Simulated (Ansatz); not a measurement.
## Si (omega (AlB2-type)): energy against volume

Level of theory: Ansatz 0.2.0, DFT, PBEsol, plane waves (420 eV) with PAW, scalar-relativistic. The PAW files were generated under PBE, with cores re-solved for the functional.

The cell is scaled uniformly from the relaxed one, with fractional coordinates and shape fixed. Energies are extrapolated to zero smearing, pressures are those at the given smearing. Magnetic state: spin not included.

A Birch-Murnaghan fit gives V₀ = 14.42 Å³/atom, B₀ = 103 GPa, B₀′ = 4.4.

Question: What are the energy above the minimum and the pressure at 13.276 Å³/atom?

Answer: 33.5 meV/atom and 10.17 GPa as computed.

Question: What are the energy above the minimum and the pressure at 13.853 Å³/atom?

Answer: 7.6 meV/atom and 4.49 GPa as computed.

Question: What are the energy above the minimum and the pressure at 16.162 Å³/atom?

Answer: 55.4 meV/atom and -9.14 GPa as computed.
